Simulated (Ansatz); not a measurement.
GeSe:
```cif
data_Ge4Se4
_chemical_formula_sum 'Ge4 Se4'
_space_group_name_H-M_alt 'Pnma'
_space_group_IT_number 62
_space_group_name_Hall '-P 2ac 2n'
_cell_length_a 10.97139
_cell_length_b 3.87929
_cell_length_c 4.42271
_cell_angle_alpha 90.000
_cell_angle_beta 90.000
_cell_angle_gamma 90.000
loop_
_space_group_symop_operation_xyz
  'x, y, z'
  '-x, -y, -z'
  '-x+1/2, -y, z+1/2'
  'x+1/2, y, -z+1/2'
  'x+1/2, -y+1/2, -z+1/2'
  '-x+1/2, y+1/2, z+1/2'
  '-x, y+1/2, -z'
  'x, -y+1/2, z'
loop_
_atom_site_label
_atom_site_type_symbol
_atom_site_symmetry_multiplicity
_atom_site_Wyckoff_symbol
_atom_site_fract_x
_atom_site_fract_y
_atom_site_fract_z
_atom_site_occupancy
Ge1 Ge 4 c 0.12361 0.25000 0.11337 1
Se1 Se 4 c 0.35477 0.25000 0.00196 1
```

Relaxed with PBE+D3(BJ). 

**Question.** HSE06 on this cell (Ansatz, an electronic-structure program, PAW) gives a gap of 1.21 eV. What does PBE+D3(BJ) give?

**Answer.** 0.71 eV.

Cost on shared cores: the PBE+D3(BJ) run (SCF on a 3×7×6 mesh, then bands and DOS) around 5 core-minutes (rough), the HSE06 run (SCF on 2×4×4, then a few points) very roughly 9 core-minutes; the tasks are unlike.

Symmetry was held in the PBE+D3(BJ) relaxation. Scalar-relativistic: spin–orbit coupling is off unless named, which matters more the heavier the elements.

Potentials: the later of the program's two PAW sets.

Ansatz is a plane-wave DFT program.
